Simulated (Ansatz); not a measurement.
Ag (fcc, Cu type)

```yaml
crystal:
  lattice:
    - [0.00000, 2.02719, 2.02719]
    - [2.02719, 0.00000, 2.02719]
    - [2.02719, 2.02719, 0.00000]
  atoms:
    - { symbol: Ag, position: [0.00000, 0.00000, 0.00000] }
```

The volume is varied about the relaxed value V₀ at fixed cell shape. Symmetry pins the atoms to their sites.

Method: PBEsol (plane waves to 420 eV, PAW, scalar-relativistic; Ansatz, a quantum-chemistry and plane-wave program). k mesh 20×20×20 (Γ-centred), Fermi-Dirac smearing 0.05 eV. The energy includes the smearing's −TS. Ag was relaxed with its symmetry unable to fall. The zero of ΔE is the relaxed starting cell.

### Question
Estimate the ΔE (meV/atom) for V/V₀ = 0.840, 0.872, 0.904, 0.968, 1.032, 1.064, 1.096, 1.160.

### Answer
```
V/V₀   ΔE (meV/atom)
-----  -------------
0.840            233
0.872            137
0.904             71
0.968              7
1.032              6
1.064             22
1.096             47
1.160            114
```

(Under strain, the slope of the energy per volume gives the stress and its curvature an elastic modulus.)
